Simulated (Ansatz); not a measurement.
PbTe (rock salt)

```
CELL_PARAMETERS angstrom
      0.00000     3.28451     3.28451
      3.28451     0.00000     3.28451
      3.28451     3.28451     0.00000
ATOMIC_POSITIONS crystal
  Te 0.00000 0.00000 0.00000
  Pb 0.50000 0.50000 0.50000
```

The slice is a {111} plane (indices of the conventional cell) through the point (0.000, 0.000, 0.000) (fractional), spanned by u = [100] and v = [-1 2 0] in vectors of this cell: u (4.64 Å) and v (8.05 Å, at 90° to u). It covers one period; positions are fractions (u, v).

Calculation: PBE (plane waves to 420 eV, PAW, scalar-relativistic; Ansatz, an electronic-structure program). k mesh 9×9×9. Inside the PAW spheres the values are not all-electron values, and peaks at nuclei hang on which shells count as valence. PbTe was relaxed with its symmetry unable to fall. Spin-orbit coupling is left out, though Pb and Te are heavy.

Question: Sketch the electron localisation function (ELF) on this plane as a map.

Answer: 
```
|xx58951015985x|
|45799400049975|
|78996200026998|
|99962000002699|
|65310000000135|
|11000011100001|
|00001356531000|
|00026999996200|
|00269987899620|
|00499754579940|
|015985xxx58951|
|016974xxx47961|
|015985xxx58951|
|00499754579940|
|00269987899620|
|00026999996200|
|00001356531000|
|11000011100001|
|65310000000135|
|99962000002699|
|78996200026998|
|45799400049975|
|xx58951015985x|
|xx47961016974x|
```
Scale: ten equal steps from 0.06 (start of '0') to 0.68 (end of '9'), in the order '0123456789'. Values: electron localisation function (ELF). The map has 14 points along u (one character each, u = 0 at the left) and 24 along v (v = 0 in the bottom row). Points within 0.5 Å of a nucleus are blanked (x), as the pseudised field means little there.
